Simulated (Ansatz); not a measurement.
BAs (zinc blende)

```
BAs
1.0
    0.00000     2.38386     2.38386
    2.38386     0.00000     2.38386
    2.38386     2.38386     0.00000
As B
1 1
Cartesian
  3.57579   3.57579   3.57579
  0.00000   0.00000   0.00000
```

Equation-of-state scan: isotropic scaling of the cell above, V₀ being its volume. Symmetry pins the atoms to their sites.

Method: PBEsol (plane waves to 420 eV, PAW, scalar-relativistic; Ansatz, a first-principles code). k mesh 12×12×12 (Γ-centred), Fermi-Dirac smearing 0.05 eV. The energy includes the smearing's −TS. Stress and pressure are positive under compression. BAs was relaxed with its symmetry unable to fall. The PAW data are Ansatz's earlier set. The zero of ΔE is the relaxed starting cell.

```
V (Å³/atom)  ΔE (meV/atom)
-----------  -------------
11.379               203.2
11.813               122.3
12.246                64.8
12.680                27.2
13.113                 6.4
13.547                 0.0
13.980                 5.8
14.414                21.9
14.847                46.7
15.281            withheld
15.714               117.7
```

Fit a third-order Birch-Murnaghan form (E₀, V₀, B₀, B₀′ free) to the given rows and predict ΔE at V = 15.281.

Least squares on the 10 given rows: ΔE = E₀ + (9V₀B₀/16)·y²·[2 + (B₀′ − 4)y], y = (V₀/V)^(2/3) − 1, with V₀ = 13.548 Å³/atom, B₀ = 139.9 GPa (160.2 GPa = 1 eV/Å³; the term in eV is multiplied by 1000), B₀′ = 4.06, E₀ = 0.06 meV/atom; root-mean-square residual 0.07 meV/atom. At 15.281 the fit gives 79.0 meV/atom; the calculation gives 79.1 meV/atom, so the interpolation is off by -0.1 (-0.1 %). For the pressure the fit gives -13.2 GPa against the computed -13.2 GPa.

(A scan under strain: stresses follow from slopes of the energy per volume, elastic moduli from its curvatures.)
